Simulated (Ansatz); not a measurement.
SrO at 5.4 GPa: from Born charge to LO–TO splitting and polaron coupling

Theory: DFT r2SCAN, scalar-relativistic, plane waves, PAW in Ansatz. Cutoff 500 eV, 8×8×8 k-points (Γ-centred), fixed occupations. No spin polarisation. Phonons by linear response, acoustic sum rule imposed.

The cell is fixed (symmetry leaves no force on the atoms) and stands under 5.4 GPa:
```yaml
crystal:
  lattice:
    - [0.00000, 2.53630, 2.53630]
    - [2.53630, 0.00000, 2.53630]
    - [2.53630, 2.53630, 0.00000]
  atoms:
    - { symbol: Sr, position: [0.00000, 0.00000, 0.00000] }
    - { symbol: O, position: [0.50000, 0.50000, 0.50000] }
```

The cell is the ideal cubic rocksalt prototype.

Linear response gives ν_TO = 244.2 cm⁻¹, Born charges ±2.442 e (positive on Sr) and ε∞ = 3.543. The primitive cell holds 32.631 Å³, and the masses are 87.620 and 15.999 amu.

**Question.** Find ν_LO and the static dielectric constant.

**Answer.** The long-wave field adds a restoring force: ω_LO² − ω_TO² = Z*²e²/(ε_vac ε∞ μV). In these units ν_LO² − ν_TO² = 4.92064×10⁷ Z*²/(μ V ε∞) cm⁻², with μ = m₁m₂/(m₁ + m₂) = 13.529 amu: 187557 cm⁻². So ν_LO = √(244.2² + 187557) = 497.2 cm⁻¹, and the run gives 497.2. Lyddane–Sachs–Teller then gives ε0 = ε∞ (ν_LO/ν_TO)² = 14.69, against 14.69 in the run (it forms both from the same three quantities, so the match checks the arithmetic only). Between ν_TO and ν_LO the dielectric function is negative and an undamped crystal reflects fully: a reststrahlen band from 20.1 to 41.0 μm.

**Question.** What do the Clausius–Mossotti polarisability and the Szigeti charge come to?

**Answer.** With the Lorentz local field, α = (3V/4π)(ε∞ − 1)/(ε∞ + 2) = 3.57 Å³ for the pair, and e_S = 3Z*/(ε∞ + 2) = 1.32 e. The Born charge includes the electrons' response to the dipole's own local field, and e_S takes that enhancement out. The Lorentz field assumes point-like polarisable ions, a fair picture at this small ε∞.

**Question.** How strongly does a slow electron couple to the LO mode?

**Answer.** For one isotropic parabolic band, Fröhlich's constant is α_F = (1/ε∞ − 1/ε0) √(m* Ry/ħω_LO), with Ry = 13.606 eV, ħω_LO = 61.6 meV and m* in free-electron masses: α_F = 0.2141 × 14.86 × √m* = 3.18 √m*. The band mass isn't part of this run; for m* = 0.1, 0.3 and 1 it gives 1.01, 1.74, 3.18. In weak coupling the polaron lies α_F ħω_LO below the band edge (107 meV at m* = 0.3) with a mass m*(1 + α_F/6); past α_F of about 5 or 6 that expansion fails. A semilocal functional's ε∞ tends to be too large, which taken alone lowers α_F.

Cost: 1 run of about 0.5 core-minutes, on Intel Xeon 6975P-C (Granite Rapids) (shared hosts).